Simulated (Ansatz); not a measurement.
Ca (fcc (Cu type), space group No. 225) at seven volumes, PBE+D3(BJ) in the plane-wave PAW code Ansatz, scaled uniformly. One row is withheld.

| V (Å³/atom) | P (GPa) |
|---|---|
| 36.522 | 1.98 |
| 37.726 | 1.24 |
| 38.930 | ? |
| 40.134 | 0.00 |
| 41.338 | -0.52 |
| 42.542 | -0.98 |
| 43.746 | -1.38 |

Task: Fit the shown pressures and predict the withheld one.

Result: P = (3/2)B₀(x^(7/2) − x^(5/2))[1 + (3/4)(B′ − 4)(x − 1)] with x = (V₀/V)^(2/3). Least squares on the six rows gives V₀ = 40.130 Å³/atom, B₀ = 18.3 GPa, B′ = 3.02. At V = 38.930, x = 1.0204 and P = 0.58 GPa. The run itself gave 0.58 GPa.

Space group Fm-3m (fcc (Cu type)). The PBE+D3(BJ) relaxation kept the symmetry of its start. The pairwise dispersion correction was not fitted to metals.

Potentials: the later of the program's two PAW sets.
